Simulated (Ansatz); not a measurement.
Input:

Starting cell, CdSe (zinc blende):

```
CELL_PARAMETERS angstrom
      0.00000     3.04091     3.04091
      3.04091     0.00000     3.04091
      3.04091     3.04091     0.00000
ATOMIC_POSITIONS crystal
  Se 0.75000 0.75000 0.75000
  Cd 0.00000 0.00000 0.00000
```

In this cell atom 2 (Cd, nearest neighbour Se at 2.634 Å; its periodic images, 4.3 Å or more away, move with it) is moved by u·(1.000, 0.000, 0.000) + v·(0.000, 1.000, 0.000); the rest is frozen.

Level of theory: PBEsol (plane waves to 420 eV, PAW, scalar-relativistic; Ansatz, a quantum-chemistry and plane-wave program). k mesh 8×8×8 (Γ-centred), Fermi-Dirac smearing 0.05 eV. The energy includes the smearing's −TS. CdSe was relaxed with its symmetry unable to fall. ΔE is measured from the undisplaced structure. Axes are in Å.

The scan covers u from -0.400 to 0.400 Å in 5 points and v from -0.400 to 0.400 Å in 5 points.

Q: Is the undisplaced position a minimum, a maximum or a saddle of this map?

A: A minimum.

Q: What are the two principal curvatures of the energy at the centre?

A: 4.7 eV/Å², isotropic.

(A displaced cell: forces are minus the slopes of the energy, force constants its curvatures, and phonons follow from these.)
